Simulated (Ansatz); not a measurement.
An Ansatz (a first-principles code) input:

Ansatz 0.2 input:
```yaml
crystal:
  lattice:
    - [2.4381805313, 1.4076841861, 4.1664728212]
    - [-2.4381805313, 1.4076841861, 4.1664728212]
    - [0.0, -2.8153683722, 4.1664728212]
  atoms:
    - { symbol: B, position: [0.0106155975, 0.6538267782, 0.0106155975] }
    - { symbol: B, position: [0.9893844025, 0.3461732218, 0.9893844025] }
    - { symbol: B, position: [0.0106155975, 0.0106155975, 0.6538267782] }
    - { symbol: B, position: [0.9893844025, 0.9893844025, 0.3461732218] }
    - { symbol: B, position: [0.6538267782, 0.0106155975, 0.0106155975] }
    - { symbol: B, position: [0.3461732218, 0.9893844025, 0.9893844025] }
    - { symbol: B, position: [0.2215914372, 0.6297995949, 0.2215914372] }
    - { symbol: B, position: [0.7784085628, 0.3702004051, 0.7784085628] }
    - { symbol: B, position: [0.2215914372, 0.2215914372, 0.6297995949] }
    - { symbol: B, position: [0.7784085628, 0.7784085628, 0.3702004051] }
    - { symbol: B, position: [0.6297995949, 0.2215914372, 0.2215914372] }
    - { symbol: B, position: [0.3702004051, 0.7784085628, 0.7784085628] }
kpoints:
  mp_grid: { grid: [6, 6, 6] }
basis: { xc_grid: 2 }
hamiltonian:
  xc: pbesol
  pseudopotentials: { kind: paw }
scf:
  occupations: { method: fixed }
output:
  optics: { e_range: [0.0, 15.0], de: 0.05, sigma: 0.1, bands: { spectra_wanted_up_to: 12 eV } }
```

Question: How many symmetry operations and irreducible k-points will the run report?

Answer: 12 operations, 32 of 216 k-points.

Question: With a cutoff of 420 eV, how many plane waves at Γ?

Answer: 1693.

It took about 80 core-seconds (a rough figure) on shared server cores.

Space group R-3m (α-B12). The PBEsol relaxation kept the symmetry of its start.

Potentials: the later of the program's two PAW sets.

Ansatz is a plane-wave DFT program.
